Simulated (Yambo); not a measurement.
# Convergence of the G0W0 gap of Cs₂ScAgCl₆

G0W0@LDA for Cs$_{2}$ScAgCl$_{6}$ (space group Fm-3m, No. 225) in Yambo. Reference settings: 2×2×2 Γ-centred k mesh, bands 6 to 315 and a 6 Ry block in the screening, 315 bands in G with the Bruneval-Gonze terminator, plasmon pole fitted at 27.2 eV. The LDA gap L → X on this mesh is 3.14 eV; G0W0 gaps are taken between the same points.

| change from the reference | G0W0 gap L → X (eV) | shift of the valence edge (eV) | rough Yambo cost |
|---|---|---|---|
| reference settings | 6.00 | -1.25 | 1 |
| 126 bands in W, 126 bands in G | 6.28 | -1.11 | about 1/3 |
| 207 bands in W, 207 bands in G | 6.09 | -1.19 | within a factor of two |
| 126 bands in G | 6.03 | -1.18 | – |
| 207 bands in G | 6.02 | -1.24 | – |
| 151 bands in W | 6.19 | -1.19 | within a factor of two |
| 1 Ry block | 6.76 | -1.48 | within a factor of two |
| 3 Ry block | 6.09 | -1.22 | within a factor of two |
| 5 Ry block | 5.99 | -1.22 | within a factor of two |
| pole fitted at 10 eV | 5.97 | -1.15 | – |
| no random integration | 5.91 | -1.02 | – |
| 126 bands in G, no terminator | 6.09 | -0.58 | – |
| 207 bands in G, no terminator | 6.07 | -0.89 | – |
| no terminator | 6.02 | -1.04 | – |

The reference isn't shown to be the converged limit. Costs are rough (shared machines), scaled to the same edge states, and given only for runs that recompute the screening.

Spin-orbit splittings are left out.

Geometry of the Materials Project entry, not relaxed at this level; primitive cell a = b = c = 7.496 Å, α = β = γ = 60.00°.

The structure is a Materials Project entry; no match was found in the copy of COD used, and its stability was not checked.

A shift is the quasiparticle energy of the state minus its LDA energy.
